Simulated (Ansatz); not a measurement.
Starting cell, Mo₂C (space group Pbcn):

```
Mo2C
1.0
    4.67985     0.00000     0.00000
    0.00000     5.97905     0.00000
    0.00000     0.00000     5.15003
Mo C
8 4
Cartesian
  1.14893   5.24699   0.41023
  3.53092   0.73206   4.73980
  1.19100   3.72159   2.98524
  3.48885   2.25746   2.16479
  3.48885   3.72159   4.73980
  1.19100   2.25746   0.41023
  3.53092   5.24699   2.16479
  1.14893   0.73206   2.98524
  2.33992   5.24536   3.86252
  2.33992   0.73369   1.28751
  0.00000   3.72322   1.28751
  0.00000   2.25583   3.86252
```

A phonon eigenvector at Γ is frozen into this cell: atom i moves by Q times the vector below, so Q is the largest atomic displacement, in Å. The cell is held.

```csv
atom,x,y,z
Mo1,0.817,0.499,-0.194
Mo2,-0.817,-0.499,0.194
Mo3,-0.817,-0.499,-0.194
Mo4,0.817,0.499,0.194
Mo5,-0.817,0.499,-0.194
Mo6,0.817,-0.499,0.194
Mo7,0.817,-0.499,-0.194
Mo8,-0.817,0.499,0.194
C9,-0.495,0.000,-0.869
C10,0.495,0.000,0.869
C11,0.495,0.000,-0.869
C12,-0.495,0.000,0.869
```

Level of theory: LDA (plane waves to 420 eV, PAW, scalar-relativistic; Ansatz, a first-principles code). k mesh 8×7×7 (Γ-centred), Fermi-Dirac smearing 0.05 eV. Energies are smeared free energies. With partly filled bands, energies and forces of such displacements shift with the k mesh and the smearing. Mo2C is run without spin polarisation. Mo2C was relaxed with its symmetry unable to fall. The zero of ΔE is the undisplaced structure.

```tsv
Q (Å)	ΔE (meV/cell)
-0.280	5611
-0.187	2484
-0.093	619
0.000	0
0.093	619
0.187	2484
0.280	5611
```

### Question
Which DFPT wavenumber at Γ belongs to this mode?
A. 259 cm⁻¹
B. 634 cm⁻¹
C. 222 cm⁻¹
D. 328 cm⁻¹

### Answer
C, 222 cm⁻¹. The curvature of the scan gives 222 cm⁻¹

(A displaced cell: forces are minus the slopes of the energy, force constants its curvatures, and phonons follow from these.)
